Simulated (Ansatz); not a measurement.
Relaxation of a generated cell, Bi2Se3 placed in the A-La2O3 structure type; 5 atoms in the cell, which starts as P-3m1 (No. 164), hP5; a = b = 4.739 Å, c = 7.385 Å, α = β = 90.00°, γ = 120.00°. Calculation: PBEsol (plane waves to 420 eV, PAW, scalar-relativistic; Ansatz, a quantum-chemistry and plane-wave program). Γ-centred k-mesh 6×6×3 on the run's cell (coarser than for final values), Fermi–Dirac smearing 0.05 eV. This is the first round of the run. 

The optimiser's lines from the output (shortened; P is positive under compression):

```
relax step   1: F+E_penalty+E_count = -40762.62424322 eV  Δ(F+E_penalty+E_count) = +0.000e0 eV  max|allowed force component| = 5.931e-1 eV/Å  Δτ_max = 0.0000 Å  P = -0.297 GPa  Ω = 143.652 Å³  (9 SCF iters, dr2 threshold 1.00e-7 eV, accepted)
relax step   2: F+E_penalty+E_count = -40762.69210333 eV  Δ(F+E_penalty+E_count) = -6.786e-2 eV  max|allowed force component| = 3.463e-1 eV/Å  Δτ_max = 0.1949 Å  P = -0.882 GPa  Ω = 140.029 Å³  (8 SCF iters, dr2 threshold 5.00e-7 eV, accepted)
relax step   3: F+E_penalty+E_count = -40762.73854569 eV  Δ(F+E_penalty+E_count) = -4.644e-2 eV  max|allowed force component| = 6.212e-2 eV/Å  Δτ_max = 0.0632 Å  P = -0.154 GPa  Ω = 139.899 Å³  (7 SCF iters, dr2 threshold 5.00e-7 eV, accepted)
relax step   4: F+E_penalty+E_count = -40762.76288681 eV  Δ(F+E_penalty+E_count) = -2.434e-2 eV  max|allowed force component| = 6.478e-2 eV/Å  Δτ_max = 0.0197 Å  P = -0.085 GPa  Ω = 139.656 Å³  (6 SCF iters, dr2 threshold 5.00e-7 eV, accepted)
relax step   5: F+E_penalty+E_count = -40762.78025219 eV  Δ(F+E_penalty+E_count) = -1.737e-2 eV  max|allowed force component| = 1.421e-1 eV/Å  Δτ_max = 0.0199 Å  P = +0.202 GPa  Ω = 139.129 Å³  (6 SCF iters, dr2 threshold 5.00e-7 eV, accepted)
relax step   6: F+E_penalty+E_count = -40762.87093962 eV  Δ(F+E_penalty+E_count) = -9.069e-2 eV  max|allowed force component| = 2.082e-1 eV/Å  Δτ_max = 0.0517 Å  P = +0.489 GPa  Ω = 138.200 Å³  (7 SCF iters, dr2 threshold 5.00e-7 eV, accepted)
relax step   7: F+E_penalty+E_count = -40763.02462491 eV  Δ(F+E_penalty+E_count) = -1.537e-1 eV  max|allowed force component| = 2.038e-1 eV/Å  Δτ_max = 0.0647 Å  P = +0.586 GPa  Ω = 137.951 Å³  (7 SCF iters, dr2 threshold 5.00e-7 eV, accepted)
relax step   8: F+E_penalty+E_count = -40763.18056201 eV  Δ(F+E_penalty+E_count) = -1.559e-1 eV  max|allowed force component| = 2.427e-1 eV/Å  Δτ_max = 0.0592 Å  P = +0.643 GPa  Ω = 138.051 Å³  (7 SCF iters, dr2 threshold 5.00e-7 eV, accepted)
relax step   9: F+E_penalty+E_count = -40763.28396230 eV  Δ(F+E_penalty+E_count) = -1.034e-1 eV  max|allowed force component| = 3.111e-1 eV/Å  Δτ_max = 0.0543 Å  P = +0.572 GPa  Ω = 140.271 Å³  (9 SCF iters, dr2 threshold 5.00e-7 eV, accepted)
relax step  10: F+E_penalty+E_count = -40763.33461543 eV  Δ(F+E_penalty+E_count) = -5.065e-2 eV  max|allowed force component| = 5.518e-2 eV/Å  Δτ_max = 0.0304 Å  P = +0.308 GPa  Ω = 139.893 Å³  (9 SCF iters, dr2 threshold 5.00e-7 eV, accepted)
relax step  11: F+E_penalty+E_count = -40763.15575375 eV  Δ(F+E_penalty+E_count) = +1.789e-1 eV  max|allowed force component| = 4.760e-1 eV/Å  Δτ_max = 0.1973 Å  P = -0.386 GPa  Ω = 149.129 Å³  (8 SCF iters, dr2 threshold 4.65e-7 eV, rejected (line search))
relax step  12: F+E_penalty+E_count = -40763.33608417 eV  Δ(F+E_penalty+E_count) = -1.469e-3 eV  max|allowed force component| = 2.427e-2 eV/Å  Δτ_max = 0.0044 Å  P = -0.156 GPa  Ω = 140.982 Å³  (16 SCF iters, accepted)
relax step  13: F+E_penalty+E_count = -40763.33627392 eV  Δ(F+E_penalty+E_count) = -1.897e-4 eV  max|allowed force component| = 3.601e-3 eV/Å  Δτ_max = 0.0023 Å  P = +0.005 GPa  Ω = 140.735 Å³  (6 SCF iters, dr2 threshold 6.38e-8 eV, accepted)
relax step  14: F+E_penalty+E_count = -40763.39870111 eV  Δ(F+E_penalty+E_count) = -6.243e-2 eV  max|allowed force component| = 2.846e-3 eV/Å  Δτ_max = 0.0000 Å  P = +0.646 GPa  Ω = 140.735 Å³  stress off target by 1.82e0 GPa  SCF on the basis re-selected at this cell (its energy is not comparable with the rows above)  (12 SCF iters)
relax step  15: F+E_penalty+E_count = -40763.43081331 eV  Δ(F+E_penalty+E_count) = -3.211e-2 eV  max|allowed force component| = 3.909e-2 eV/Å  Δτ_max = 0.0323 Å  P = +0.300 GPa  Ω = 142.804 Å³  (6 SCF iters, dr2 threshold 5.00e-7 eV, accepted)
relax step  16: F+E_penalty+E_count = -40763.43848234 eV  Δ(F+E_penalty+E_count) = -7.669e-3 eV  max|allowed force component| = 9.215e-2 eV/Å  Δτ_max = 0.0247 Å  P = -0.262 GPa  Ω = 145.446 Å³  (6 SCF iters, dr2 threshold 5.00e-7 eV, accepted)
relax step  17: F+E_penalty+E_count = -40763.44061697 eV  Δ(F+E_penalty+E_count) = -2.135e-3 eV  max|allowed force component| = 1.431e-2 eV/Å  Δτ_max = 0.0114 Å  P = -0.007 GPa  Ω = 145.185 Å³  (6 SCF iters, dr2 threshold 5.00e-7 eV, accepted)
relax step  18: F+E_penalty+E_count = -40763.44068869 eV  Δ(F+E_penalty+E_count) = -7.172e-5 eV  max|allowed force component| = 2.593e-3 eV/Å  Δτ_max = 0.0037 Å  P = +0.007 GPa  Ω = 145.307 Å³  (6 SCF iters, dr2 threshold 1.28e-8 eV, accepted)
relax step  19: F+E_penalty+E_count = -40763.44067771 eV  Δ(F+E_penalty+E_count) = +1.098e-5 eV  max|allowed force component| = 2.740e-3 eV/Å  Δτ_max = 0.0031 Å  P = -0.011 GPa  Ω = 145.502 Å³  (9 SCF iters, accepted)
relax step  20: F+E_penalty+E_count = -40763.44106710 eV  Δ(F+E_penalty+E_count) = -3.894e-4 eV  max|allowed force component| = 2.692e-3 eV/Å  Δτ_max = 0.0000 Å  P = -0.011 GPa  Ω = 145.502 Å³  stress off target by 1.89e-2 GPa  SCF on the basis re-selected at this cell (its energy is not comparable with the rows above)  (9 SCF iters)
```

From the first to the last row the energy changes by -0.16 eV/atom and the volume by +1.3 %. The last row is marked as not comparable with the walk above it, whose basis was carried along; it does compare with step 1, since both stand on a basis selected at the nominal cutoff for their own cell.

Energy and pressure jump between steps 13 and 14 at one geometry, where the plane-wave basis was selected anew. While the cell walks, the set of plane waves is carried along, so its effective cutoff drifts with the strain; re-selecting it at 420 eV moved the energy by -0.012 eV/atom and the pressure by 0.6 GPa. Only step 1 and rows on a re-selected basis compare with each other.

Step 11 was rejected by the optimiser.

Later rounds, restarted from the end of this one on a renewed k-mesh, logged 4 more steps and released under 0.01 eV/atom more. The final structure after all rounds: P-3m1 (No. 164), hP5; a = b = 4.1199 Å, c = 9.9065 Å, α = β = 90.00°, γ = 120.00°. Between re-selections the logged energies stand on a plane-wave basis carried along with the cell. No spin polarisation in the result.

The run could not lose the symmetry of its start: the end is stationary, and may be a saddle point rather than a minimum.

The relaxed structure here is a generated cell of Bi2Se3: the first start was made by placing the elements on the sites of a structure type, and the end was not matched to a known phase here, so it may be hypothetical. Known forms of Bi2Se3 include space group No. 166.
